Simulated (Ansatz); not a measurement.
**B (bcc): energy against volume**

All numbers below come from DFT, r2SCAN, plane waves (500 eV) with PAW, scalar-relativistic in Ansatz 0.2.0. The PAW files were generated under PBE, with cores re-solved for the functional.

The cell is scaled uniformly from the relaxed one, with fractional coordinates and shape fixed. Energies are extrapolated to zero smearing, pressures are those at the given smearing. Magnetic state: spin not included.

A Birch-Murnaghan fit gives V₀ = 6.04 Å³/atom, B₀ = 238 GPa, B₀′ = 4.6.

(1) What are the energy above the minimum and the pressure at 5.318 Å³/atom?

(2) What are the energy above the minimum and the pressure at 5.560 Å³/atom?

(3) What are the energy above the minimum and the pressure at 6.527 Å³/atom?

Answers

(1) 80.5 meV/atom and 39.90 GPa as computed.

(2) 32.9 meV/atom and 23.85 GPa as computed.

(3) 25.6 meV/atom and -15.24 GPa as computed.
